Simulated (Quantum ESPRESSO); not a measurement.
# NbTi2O5F3: convergence and cost over cutoff and k mesh

Computed values, not a measurement. The program is pw.x of Quantum ESPRESSO 7.5 (plane-wave density functional theory). The cell is made up: 11 atoms on a fluorite lattice with one site empty, with randomly drawn elements, strain and displacements, not relaxed. PseudoDojo standard norm-conserving files (v0.5 for PBE, v0.4.1 for LDA and PBEsol) set the functional; there is no spin polarisation, spin-orbit coupling or dispersion term, and the masses in the input are unused placeholders.

Input of the run in row 4:

```
&control calculation='scf', pseudo_dir='./dojo.nc.sr.pbe.v0_5.standard.upf', outdir='./o', disk_io='medium', tprnfor=.true., tstress=.true. /
&system ibrav=0, nat=11, ntyp=4, nbnd=50, ecutwfc=84.00895049, nosym=.true., tot_charge=0,
 occupations='smearing', smearing='fd', degauss=0.0018374661
/
&electrons conv_thr=7.350e-09, electron_maxstep=60, /
ATOMIC_SPECIES
F 1.0 F.upf
Nb 1.0 Nb.upf
O 1.0 O.upf
Ti 1.0 Ti.upf
CELL_PARAMETERS angstrom
4.8615 0.0 0.0
0.0 4.8615 0.0
0.0 0.0 4.8615
ATOMIC_POSITIONS angstrom
Nb -0.0184 0.0009 0.0129
Ti -0.0053 2.4274 2.4408
Ti 2.4095 -0.0021 2.4423
O 1.1858 1.2991 1.2803
F 1.2035 1.217 3.6563
O 1.1906 3.6777 1.1911
O 1.1662 3.6761 3.6811
O 3.6433 1.1697 1.2324
F 3.6249 1.2309 3.6404
O 3.641 3.6728 1.2443
F 3.6766 3.6419 3.639
K_POINTS automatic
5 5 5 1 1 1
```

The same cell was run at these settings. Meshes are shifted by half a step, and differences are from the last row, which is itself not exact.

```
cutoff (eV)     k mesh  k points solved  threshold (eV)  free energy less the last row's (eV)  pressure (GPa)  largest stress difference (GPa)  largest force difference (eV/Å)  iterations  wall time (s)  k-point pools              processor
        800  2 x 2 x 2                4           1e-04                                 1.549          -21.11                            19.55                            0.102          16             55              1  AMD EPYC, Zen 5 class
       1143  2 x 2 x 2                4           1e-07                                -0.280           -2.40                             0.84                            0.105          22            144              1  AMD EPYC, Zen 5 class
        772  5 x 5 x 5               63           1e-07                                 2.677          -26.77                            25.16                            0.053          20            880              1  AMD EPYC, Zen 5 class
       1143  5 x 5 x 5               63           1e-07                                 0.002           -1.66                             0.04                            0.003          24           1501              1  AMD EPYC, Zen 5 class
       1467  7 x 7 x 7              172           1e-07                                 0.000           -1.61                             0.00                            0.000          23           1902              4      Intel Xeon, older
```

Each pool is one process. Wall times include start-up and a band step at six k points, which weighs most on the coarsest meshes. The runs were on shared virtual cores whose load varied, so times are rough.